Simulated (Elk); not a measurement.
An Elk run on Er with settings drawn from a wide range, so not all are converged; totals and levels move with the basis, and no second program has checked them. These are results of DFT, PBEsol, all-electron APW+lo, Dirac cores, scalar-relativistic bands in Elk 11.2.3 with local patches, not measurements. Elk's input is in atomic units.

Command: `OMP_NUM_THREADS=1 elk` The run took 61 s on 1 thread of Arm Neoverse V2 (shared host), peak memory 0.07 GiB.

```
tasks
  0
  110
  115
  15
  195

xctype
  22

rgkmax
  6

gmaxvr
  14

lmaxapw
  9

lmaxo
  6

lmaxi
  3

nrmtscf
  1

nempty
  8

epspot
  1e-07

epsengy
  0.0001

maxscl
  60

swidth
  0.0005

stype
  3

lradstp
  4

mixtype
  1

hmaxvr
  4

reducebf
  0.5

spinpol
  .true.

tforce
  .true.

sppath
  './'

avec
  6.68962566245 0.00000000000 0.00000000000
  -3.34481283121 5.79338576548 0.00000000000
  0.00000000000 0.00000000000 10.26601979868

atoms
  1
  'Er.in'
  2
  0.333333333333 0.666666666667 0.250000000000   0.000 0.000 -0.500
  0.666666666667 0.333333333333 0.750000000000   0.000 0.000 -0.500

ngridk
  6 6 3
```

Muffin-tin radii in the species files: Er 2.38 bohr.

Structure from Materials Project entry mp-99 (possibly hypothetical), not relaxed further. The listed cell was then made from it by scaling, straining or moving an atom.

Task: What does the run give?

Result: It did not converge (60 SCF iterations).
```
Warning(gndstate): failed to reach self-consistency after 60 loops
```
